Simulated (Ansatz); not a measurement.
HfPt$_{3}$ (Cu3Au type, Pm-3m) under volume change, r²SCAN in the plane-wave PAW code Ansatz, scaled uniformly.

```
V (Å³/atom)  E − E(relaxed) (meV/atom)     P (GPa)
-----------  -------------------------  ----------
14.637                           122.6       29.77
15.119                      (withheld)  (withheld)
15.602                            12.0        8.23
16.084                             0.0        0.00
16.567                            10.7       -6.89
17.049                            40.4      -12.65
17.532                      (withheld)  (withheld)
```

### Question
Some entries are withheld; supply them.

### Answer

- 15.119, E − E(relaxed) (meV/atom): 51.2
- 15.119, P (GPa): 18.05
- 17.532, E − E(relaxed) (meV/atom): 85.9
- 17.532, P (GPa): -17.46

### Question
What does a third-order Birch–Murnaghan fit give for V₀, B₀ and B′?

### Answer
V₀ = 16.08 Å³/atom, B₀ = 250 GPa, B′ = 4.9.

The first step of the workflow began from a Materials Project structure, measured or hypothetical; the Crystallography Open Database copy checked does not list it. COD files the formula under space group No. 194. Its standing as an ambient phase is unchecked. Symmetry was held in the r²SCAN relaxation; its stability against distortions is not shown here. The run is not spin-polarised. Spin–orbit coupling is left out wherever it is not named.

Potentials: the later of the program's two PAW sets.
